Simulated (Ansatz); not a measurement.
A plane-wave DFT run in Ansatz 0.2.0 (scalar-relativistic PAW potentials unless the input names others): input and command.

```yaml
crystal:
  lattice:
    - [3.1852158884, 0.0, 0.0]
    - [0.0, 33.8113200603, 0.0]
    - [0.0, 0.0, 4.5626034394]
  atoms:
    - { symbol: P, position: [0.0, 0.97026143, 0.59215072] }
    - { symbol: P, position: [0.0, 0.02973857, 0.40784928] }
    - { symbol: P, position: [0.5, 0.02973857, 0.09215072] }
    - { symbol: P, position: [0.5, 0.97026143, 0.90784928] }
kpoints:
  mp_grid: { grid: [8, 1, 6] }
hamiltonian:
  xc: pbesol
scf:
  occupations: { method: gaussian, width: 0.05 }
  convergence: { dr2_threshold: 1.0e-09 }
output:
  forces: true
  eigenvalues: true
  stress: true
accuracy: low
```

```bash
ansatz run input.yaml --threads 1 --pin off --max-ram 2560MiB --backend cpu --events-out ev --progress --plain --runs-dir out
```

Abridged log:
```
Warning: output.stress: scf.convergence.dr2_threshold = 1e-9 eV is looser than the 4e-10 eV advised for a printed stress (1e-10 eV for each atom of the cell: 4). ...
Pseudopotentials: kind: paw
Pseudopotential: P, paw, valence charge 5, recommended cutoff 420 eV (normal)
Functional definition: PBEsol
Crystal: 4 atoms, lattice volume = 491.376 Å³
Basis set: ecut = 420 eV, 9669 PW (Γ), exchange–correlation on 48×480×64 points (8 copies of the dense FFT grid, shifted against one another)
Bands: 14, of which v1, the nominal top of the filled ones, is band 10 counted from 1 (9 counted from 0)
Symmetry: 8 space group operations
Space group: Pmna (ITA 53), of the structure as read, at distance tolerance 7.9e-5 Å
k-points: 20 of 48
Initial density: superposition of atomic densities (neutral atoms: chi_scale 0, normalization atom), corrected by the library's trained network
Initial wavefunctions: pseudopotential atomic-orbital guess
Functional: x = pbesol(κ = 0.804, μ = 0.12345679), c = pbesol(β = 0.046)
SCF iter   1: F=—  HF=-2959.786105 eV  |F-HF|=—  |Δ(HF+E_count)|=         —  Δρ=1.42e-3  dr2=1.23e-2  ethr=1.77e-3  ⟨swp⟩=12.1  Hψ=2770  notcnv=0
SCF iter   2: F=—  HF=-2959.784042 eV  |F-HF|=—  |Δ(HF+E_count)|=   2.06e-3  Δρ=6.50e-4  dr2=2.02e-3  ethr=6.14e-5  ⟨swp⟩=2.2  Hψ=676  notcnv=0
SCF iter   3: F=—  HF=-2959.784177 eV  |F-HF|=—  |Δ(HF+E_count)|=   1.35e-4  Δρ=1.45e-4  dr2=2.09e-4  ethr=1.01e-5  ⟨swp⟩=2.6  Hψ=453  notcnv=0
SCF iter   4: F=—  HF=-2959.784174 eV  |F-HF|=—  |Δ(HF+E_count)|=   2.67e-6  Δρ=4.87e-5  dr2=1.42e-5  ethr=1.05e-6  ⟨swp⟩=2.5  Hψ=495  notcnv=0
SCF iter   5: F=—  HF=-2959.784176 eV  |F-HF|=—  |Δ(HF+E_count)|=   1.82e-6  Δρ=1.62e-5  dr2=1.24e-6  ethr=7.10e-8  ⟨swp⟩=2.1  Hψ=456  notcnv=0
SCF iter   6: F=—  HF=-2959.784176 eV  |F-HF|=—  |Δ(HF+E_count)|=   7.09e-8  Δρ=2.76e-6  dr2=4.74e-8  ethr=6.21e-9  ⟨swp⟩=2.2  Hψ=458  notcnv=0
SCF iter   7: F=—  HF=-2959.784176 eV  |F-HF|=—  |Δ(HF+E_count)|=   7.47e-8  Δρ=5.29e-7  dr2=1.63e-9  ethr=2.37e-10  ⟨swp⟩=2.2  Hψ=488  notcnv=0
SCF iter   8: F=-2959.784176 eV  HF=-2959.784176 eV  |F-HF|=1.36e-11  |Δ(HF+E_count)|=   4.80e-9  Δρ=6.74e-8  dr2=4.07e-11  ethr=5.00e-12  ⟨swp⟩=8.2  Hψ=1626  notcnv=0
SCF 1 converged in 8 iterations: F = -2959.784176 eV  dr2 = 4.07e-11
SCF converged after 8 iterations
Free energy (F): -2959.784176 eV
Harris-Foulkes:  -2959.784176 eV  (|F-HF|=1.36e-11)
Internal energy: -2959.784176 eV  (E = F + TS)
E sigma→0 (E₀):  -2959.784176 eV
Fermi energy:    -2.692990 eV
--- Forces (eV/Å), atoms counted from 1 ---
  atom   1  P      0.00000000    -0.70242496    -0.58401017
  atom   2  P      0.00000000     0.70242496     0.58401017
  atom   3  P      0.00000000     0.70242496    -0.58401017
  atom   4  P      0.00000000    -0.70242496     0.58401017
--- Stress (GPa, compression-positive) ---
        1.263938       0.000000       0.000000
        0.000000       0.921162       0.000000
        0.000000       0.000000       0.846923
  P = ⅓ Tr σ = 1.0107 GPa (10.107 kbar)
```

Apart from outputs and empty bands, the input differs from a reference run on usual settings in accuracy: not typed → "low"; scf.convergence.dr2_threshold: not typed → 1e-09; basis.ecutwfc: 420 → not typed. The reference, at the same geometry (not necessarily relaxed), gave pressure 1.01 GPa, largest force 0.913 eV/Å, gap on the mesh 0.88 eV. This run converged in 8 SCF iterations (reference: 6) with an energy at zero smearing within 0.01 meV/atom of the reference's, pressure 1.01 GPa, largest force 0.913 eV/Å, gap on the mesh 0.88 eV. Its accuracy level is looser than usual, yet energy, pressure and forces hardly moved.

Time: 20 s on 1 thread of AMD EPYC (Zen 3), on a shared host, peak memory 0.58 GiB.